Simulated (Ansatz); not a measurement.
Cd: energy along a strain

Cd, P6_3/mmc, a = 2.979 Å, c = 5.618 Å (as given, not relaxed at this level: -1.5 GPa). Ansatz: PBEsol, PAW, 420 eV, Γ-centred 18×18×8 mesh on 2 atoms, Gaussian smearing 0.15 eV; no spin polarisation. Cell vectors (Å): 2.979 0.000 0.000; -1.489 2.580 0.000; 0.000 0.000 5.618. The cell is strained by x per cent times the pattern (0 1 0 0 0 0) in the order xx yy zz yz xz xy (engineering shears), with fractional coordinates held. y is the free energy over the start, V0 = 21.585 Å³/atom.

| x (%) | y (meV/atom) |
| --- | --- |
| -2.00 | ? |
| -1.50 | -1.87 |
| -1.00 | -1.65 |
| -0.50 | -1.01 |
| 0.00 | 0.00 |
| 0.50 | 1.32 |
| 1.00 | 2.89 |
| 1.50 | 4.71 |
| 1.75 | 5.69 |
| 2.00 | 6.73 |

Task: Fit y = c1 x + c2 x² + c3 x³ to the other rows, get the stiffness along the pattern, and predict the missing energy.

Result: Least squares on the rows shown. y = 2.325 x + 0.6306 x² − 0.05641 x³. The clamped-ion stiffness p·C·p = 2 × 6.306 eV × 160.2 / 21.585 Å³ = 94 GPa, which is C22 in these axes (second derivative at the start, which stands under stress). At x = -2.00 the fit asked for gives -1.68 meV/atom. The run gave -1.62 meV/atom, so the fit is 0.06 meV/atom too low, a small miss on the scale of the series.